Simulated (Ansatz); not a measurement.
**WC-type YbBi**

The computed numbers are results of PBE+U (U_eff = 3 eV on Yb 4f), scalar-relativistic (collinear spin) in the plane-wave PAW code Ansatz at 420 eV, 8×8×8 k-mesh, Gaussian smearing of 0.05 eV. The datasets are Ansatz's generated set soft_2.

```cif
data_structure
_symmetry_space_group_name_H-M 'P-6m2'
_symmetry_Int_Tables_number 187
_cell_length_a 4.0763
_cell_length_b 4.0763
_cell_length_c 4.6625
_cell_angle_alpha 90.000
_cell_angle_beta 90.000
_cell_angle_gamma 120.000
_cell_volume 67.10
loop_
_atom_site_label
_atom_site_type_symbol
_atom_site_symmetry_multiplicity
_atom_site_Wyckoff_symbol
_atom_site_fract_x
_atom_site_fract_y
_atom_site_fract_z
_atom_site_occupancy
Yb1 Yb 1 a 0.00000 0.00000 0.00000 1
Bi1 Bi 1 f 0.66667 0.33333 0.50000 1
```

This is a trial structure made by placing the elements on a prototype's sites, so it needn't be the stable form.

Magnetic state: non-magnetic, site spin moments none.

The pressure at this geometry is -0.5 GPa.

**Question.** Which orbitals carry the states at the Fermi level, and how many states are there?

**Answer.** Within 0.1 eV of it: Bi 6p 60 %, Yb 5d 24 %, Yb 4f 15 % (shares among the projected shells; no valence p shell of Yb is among them). The density of states at the Fermi level is about 1.4 states/eV per cell, averaged over 0.3 eV.

Density of states (tetrahedra, averaged over 0.3 eV; states/eV per cell of 2 atoms; energy in eV from the Fermi level; projections on Löwdin-orthogonalised atomic orbitals, summed over sites):

```
    E  total  Yb 4f up  Yb 4f down  Bi 6p  Yb 5d up  Yb 5d down
-4.60    0.0       0.0         0.0    0.0       0.0         0.0
-4.30    0.1       0.0         0.0    0.0       0.0         0.0
-4.00    0.2       0.0         0.0    0.1       0.0         0.0
-3.70    0.3       0.0         0.0    0.2       0.0         0.0
-3.40    0.9       0.0         0.0    0.5       0.1         0.1
-3.10    1.8       0.0         0.0    1.1       0.2         0.2
-2.80    2.1       0.0         0.0    1.3       0.2         0.2
-2.50    0.8       0.0         0.0    0.5       0.1         0.1
-2.20    1.4       0.0         0.0    0.9       0.1         0.1
-1.90    1.7       0.1         0.1    1.1       0.2         0.2
-1.60    1.7       0.1         0.1    1.0       0.2         0.2
-1.30    2.6       0.4         0.4    1.2       0.2         0.2
-1.00    9.5       4.2         4.2    0.7       0.1         0.1
-0.70   36.6      17.7        17.7    0.7       0.2         0.2
-0.40    2.0       0.4         0.4    0.8       0.2         0.2
-0.10    1.5       0.1         0.1    0.8       0.2         0.2
 0.20    1.3       0.1         0.1    0.8       0.2         0.2
 0.50    1.2       0.0         0.0    0.7       0.2         0.2
 0.80    1.5       0.0         0.0    0.6       0.3         0.3
 1.10    2.1       0.0         0.0    0.4       0.7         0.7
 1.40    1.9       0.0         0.0    0.2       0.7         0.7
 1.70    1.2       0.0         0.0    0.1       0.5         0.5
 2.00    0.6       0.0         0.0    0.1       0.2         0.2
 2.30    0.3       0.0         0.0    0.0       0.1         0.1
 2.60    0.1       0.0         0.0    0.0       0.1         0.1
 2.90    1.3       0.0         0.0    0.1       0.4         0.4
 3.20    2.3       0.0         0.0    0.1       0.7         0.7
 3.50    2.8       0.0         0.0    0.2       0.9         0.9
```

The calculation's cell holds 39 valence electrons, an odd number. Without magnetic order each band takes two, so one stays part-filled and the crystal must be a metal. (Only strong correlation, outside this picture, could make a Mott insulator of it.)

For elements this heavy, spin–orbit coupling would shift levels and gaps; it isn't included here. The run holds 0.9 f electrons more on Yb than the trivalent ion has, so it is divalent here. In such compounds it is trivalent as a rule, so this state is likely an artefact, and the extra f charge swells the ion.
